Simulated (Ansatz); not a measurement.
TiN (rock salt)

```xyz
4
Lattice="0.0000 4.2325 4.2325 2.1163 0.0000 2.1163 2.1163 2.1163 0.0000" Properties=species:S:1:pos:R:3 pbc="T T T"
N      0.0000     0.0000     0.0000
N      2.1163     4.2325     2.1163
Ti     2.1163     2.1163     2.1163
Ti     2.1163     4.2325     4.2325
```

A phonon eigenvector at L = (0.5, 0.0, 0.0) is frozen into this cell: atom i moves by Q times the vector below, so Q is the largest atomic displacement, in Å. The cell is held. It is one choice among 2 degenerate patterns. (q is in reciprocal vectors of the primitive cell; the cell shown is doubled to hold the pattern.)

| atom | x | y | z |
|---|---|---|---|
| Ti3 | -0.285 | 0.520 | -0.805 |
| Ti4 | 0.285 | -0.520 | 0.805 |

Atoms not listed stay in place.

Computed with r2SCAN (plane waves to 500 eV, PAW, scalar-relativistic; Ansatz, a first-principles code). k mesh 19×19×19 (Γ-centred), Fermi-Dirac smearing 0.05 eV. With partly filled bands, energies and forces of such displacements shift with the k mesh and the smearing. TiN is run without spin polarisation. TiN was relaxed with its symmetry unable to fall. 

| Q (Å) | −dE/dQ from forces (eV/Å) |
|---|---|
| -0.100 | 1.385 |
| -0.083 | 1.115 |
| -0.067 | 0.866 |
| -0.050 | 0.634 |
| -0.033 | 0.414 |
| -0.017 | 0.204 |
| 0.000 | 0.000 |
| 0.017 | -0.204 |
| 0.033 | -0.414 |
| 0.050 | -0.634 |
| 0.067 | -0.866 |
| 0.083 | -1.115 |
| 0.100 | -1.385 |

Problem. What harmonic wavenumber does the curvature at Q = 0 give?

Solution. 186 cm⁻¹. E″ = 12.19 eV/Å², M = Σ mᵢ|uᵢ|² = 95.7 u, ν̃ = 521.5·√(|E″|/M).

(For displaced atoms, the force is minus the slope of the energy, and its curvature is a force constant, which sets phonon frequencies.)
